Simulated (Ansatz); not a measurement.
**Cd: from a first guess to the relaxed hcp type**

First guess:

```
CELL_PARAMETERS angstrom
2.92492 0.00000 0.00000
-1.46246 2.53306 0.00000
0.00000 0.00000 4.73837
ATOMIC_POSITIONS crystal
Cd 0.33333 0.66667 0.25000
Cd 0.66667 0.33333 0.75000
```

All numbers below come from DFT, PBE, PAW with Ansatz's default frozen-core files, scalar-relativistic (Ansatz 0.2.0).

Cell and atoms relax within the symmetry of the start on a 14×14×8 k mesh with 0.05 eV Fermi–Dirac smearing.

The start is built from a prototype, known or not as a phase of this compound; the cutoff is 420 eV.

(1) What is the pressure of the first guess?

(2) What does it relax to?

(3) How much energy does the relaxation release?

## Answers

(1) 22.8 GPa.

(2) a = 3.062 Å, b = 3.062 Å, c = 5.592 Å, α = 90.00°, β = 90.00°, γ = 120.00° (conventional cell), 22.70 Å³ per atom:
```
CELL_PARAMETERS angstrom
3.06157 0.00000 0.00000
-1.53078 2.65139 0.00000
0.00000 0.00000 5.59178
ATOMIC_POSITIONS crystal
Cd 0.33333 0.66667 0.25000
Cd 0.66667 0.33333 0.75000
```

(3) 277 meV/atom.
